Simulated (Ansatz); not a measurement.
HfGe:
```
HfGe
1.0
    3.11385     0.00000     0.00000
   -1.55693     2.69667     0.00000
    0.00000     0.00000     4.40582
Hf Ge
1 1
Cartesian
  0.00000   0.00000   0.00000
  1.55693   0.89889   2.20291
```

Relaxed with PBEsol. Special points in fractions of this cell's reciprocal vectors: Γ (0.000, 0.000, 0.000); M (0.500, 0.000, 0.000); K (0.333, 0.333, 0.000); A (0.000, 0.000, 0.500); L (0.500, 0.000, 0.500); H (0.333, 0.333, 0.500).

**Question.** List the band energies nearest the Fermi level at these points for DFT-PBEsol in the program Ansatz with PAW potentials.

**Answer.** In eV from the Fermi level; about four levels below and three above (degenerate sets whole), none deeper than 8.9 eV; points with the same levels are listed once.

```json
[
 {"k": "Γ", "below": "-3.24 -2.02", "above": "1.33 1.33 4.21 4.21"},
 {"k": "M", "below": "-7.55 -5.14 -2.85 -1.52", "above": "2.98 3.25 4.38"},
 {"k": "K", "below": "-6.65 -3.97 -2.95 -2.21", "above": "0.07 1.92 2.25"},
 {"k": "A", "below": "-6.78 -0.13", "above": "1.71 1.71 3.27 3.27"},
 {"k": "L", "below": "-7.75 -4.10 -3.32 -0.09", "above": "0.73 1.73 3.92"},
 {"k": "H", "below": "-7.07 -3.76 -2.08 -2.08", "above": "0.12 1.80 4.55"}
]
```

Space group P-6m2. A made-up cell: these elements were put on the sites of a structure type; neither database checked (COD, Materials Project) lists it. Its standing as an ambient phase is unchecked. Symmetry was held in the PBEsol relaxation; of distortions, only those at the zone centre were tested. The run is not spin-polarised. Spin–orbit coupling is left out wherever it is not named.

Potentials: the later of the program's two PAW sets.
